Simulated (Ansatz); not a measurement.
**Equation of state of InAg$_{3}$**

A database entry relaxed whole under r2SCAN (Pm-3m):

```
In Ag
1.0
     4.18702    0.00000    0.00000
     0.00000    4.18702    0.00000
     0.00000    0.00000    4.18702
In Ag
1 3
Direct
  0.00000 0.00000 0.00000
  0.00000 0.50000 0.50000
  0.50000 0.00000 0.50000
  0.50000 0.50000 0.00000
```

The cell was scaled uniformly, its shape held, and the atoms relaxed at each volume with plane-wave PAW DFT (Ansatz 0.2.0; r2SCAN, 500 eV, 8×8×8 Γ-centred mesh, fermi-dirac occupations of width 0.100 eV; no spin, no spin-orbit coupling). One row is withheld.

```
volume (Å³/atom)  energy over the lowest (meV/atom)  pressure (GPa)
          17.250                               21.2            6.79
          17.617                                8.9            4.20
          17.984                                  ?               ?
          18.351                                0.0            0.00
          18.718                                2.2           -1.70
          19.085                                7.9           -3.18
          19.452                               16.8           -4.45
```

Task: Fit the pressures of the other rows to the third-order Birch-Murnaghan form.

Result: With f = [(V₀/V)^(2/3) − 1]/2 and P = 3B₀f(1 + 2f)^(5/2)[1 + 3(B₀′ − 4)f/2], least squares gives V₀ = 18.35 Å³ an atom, B₀ = 91.1 GPa and B₀′ = 6.1; the rows miss the fit by less than 0.01 GPa. The slope of the energies differs from these pressures by 0.07 GPa, since they are taken to zero smearing while pressures follow the free energy.

Task: What does the withheld row hold?

Result: The fit gives 1.95 GPa at 17.984 Å³; the run gave 1.95 GPa and 2.0 meV an atom.

Caveats: the shape of the cell was held; 0 K, fixed nuclei; the symmetry was kept, and this need not be the phase that is stable at 0 K; one mesh for all volumes; pressure is positive in compression.
